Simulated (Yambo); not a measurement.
CsGeCl3: sweep of GW parameters

G0W0@PBEsol for CsGeCl₃ (space group R3m, No. 160) in Yambo. Reference settings: 2×2×2 Γ-centred k mesh, 292 bands and a 8 Ry block in the screening, 292 bands in G with the Bruneval-Gonze terminator, plasmon pole fitted at 27.2 eV. The PBEsol gap Z → Z on this mesh is 2.00 eV; G0W0 gaps are taken between the same points.

| change from the reference | G0W0 gap Z → Z (eV) | shift of the valence edge (eV) | rough Yambo cost |
|---|---|---|---|
| reference settings | 3.71 | -1.29 | 1 |
| 102 bands in G | 3.72 | -1.24 | – |
| wavefunctions cut at 25 Ry | 3.70 | -1.24 | within a factor of two |
| no point-group symmetry | 3.72 | -1.29 | about 3× |
| 102 bands in G, no terminator | 3.63 | -0.78 | – |
| no terminator | 3.70 | -1.19 | – |

The reference isn't shown to be the converged limit. Costs are rough (shared machines), scaled to the same edge states, and given only for runs that recompute the screening.

Spin-orbit splittings are left out.

The standard potential for Ge keeps a d shell in the valence without the s and p states of that shell. In tests on such compounds this moved G0W0 gaps by up to about 0.9 eV, so absolute quasiparticle energies here are unreliable; differences between settings are what counts.

Geometry of the Materials Project entry, not relaxed at this level; primitive cell a = 5.462 Å, b = 5.462 Å, c = 5.462 Å, α = 89.55°, β = 89.55°, γ = 89.55°.

The structure is a Materials Project entry; no match was found in the copy of COD used, and its stability was not checked.

A shift is the quasiparticle energy of the state minus its PBEsol energy.
